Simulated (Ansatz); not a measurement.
# Profile along the Yb–Yb line in Yb (fcc, Cu type)

Yb (fcc, Cu type)

Space group Fm-3m (No. 225); a = 5.1980 Å, b = 5.1980 Å, c = 5.1980 Å, α = 90.00°, β = 90.00°, γ = 90.00°

| atom | site | symmetry | x | y | z |
|---|---|---|---|---|---|
| Yb | 4a | m-3m | 0.0000 | 0.0000 | 0.0000 |
(The calculation used a cell of 1 atom; values per cell refer to that cell.)

Fields along a shortest Yb–Yb line of a {100} plane (3.68 Å), from Yb to Yb, interpolated on the slice's grid (step about 0.1 Å). Computed with r2SCAN (plane waves to 500 eV, PAW, scalar-relativistic; Ansatz, a quantum-chemistry and plane-wave program). k mesh 15×15×15. Near the nuclei the fields are pseudised (PAW); where an atom keeps semicore shells as valence, they peak there. The PAW data are Ansatz's earlier set. The relaxed volume of Yb is well below the measured one. Yb is run without spin polarisation. Yb was relaxed with its symmetry unable to fall. The f-shell state is unchecked: a lower one may exist.

```tsv
distance from Yb (Å)	valence electron density (e/Å³)	electron localisation function
0.00	53.03	x
0.18	41.47	x
0.37	20.88	x
0.55	7.85	0.76
0.74	2.69	0.70
0.92	0.93	0.49
1.10	0.34	0.22
1.29	0.15	0.08
1.47	0.10	0.08
1.66	0.08	0.14
1.84	0.08	0.20
2.02	0.08	0.14
2.21	0.10	0.08
2.39	0.15	0.08
2.58	0.34	0.22
2.76	0.93	0.49
2.94	2.69	0.70
3.13	7.85	0.76
3.31	20.88	x
3.50	41.47	x
3.68	53.03	x
```

x: too close to a nucleus for the ELF to mean much.

Density on the Yb–Yb line (3.68 Å) at its midpoint: 0.08 e/Å³. ELF at that point: 0.20.
